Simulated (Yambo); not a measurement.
G0W0@PBEsol for PdSO4 (space group C2/c, No. 15) in Yambo (2×2×2 mesh, 7 Ry block, plasmon pole, screening fixed), without a terminator:

```csv
bands N in G,"gap (-0.5, -0.5, 0) → (-0.5, -0.5, 0) (eV)",shift of the valence edge (eV)
117,2.906,-0.054
186,2.836,-0.293
278,2.839,-0.453
```

Task: Extrapolate both columns to infinite N with E(N) = E∞ + A/N, test the form, and compare with the terminator.

Result: From two points, E∞ = (N2 E2 − N1 E1)/(N2 − N1). The two largest N give 2.85 eV for the gap and -0.78 eV for the shift; the two smallest give 2.72 eV and -0.70 eV. For the gap the slopes A are 22 and -1.7 eV: the form isn't reached, and its limit is uncertain. For the shift the slopes A are 75 and 90 eV: the form isn't reached, and its limit is uncertain. With the Bruneval-Gonze terminator and 278 bands the run gives 2.79 eV and -0.66 eV, 0.05 eV and 0.11 eV from the extrapolated values: the terminator too is an estimate of the remainder. Block, mesh and the bands in W are held fixed.

Spin-orbit coupling is not included.

Geometry of the Materials Project entry, not relaxed at this level; primitive cell a = b = 4.913 Å, c = 7.778 Å, α = β = 98.14°, γ = 80.67°.

The structure is a Materials Project entry; no match was found in the copy of COD used, and its stability was not checked.

A shift is the quasiparticle energy of the state minus its PBEsol energy.
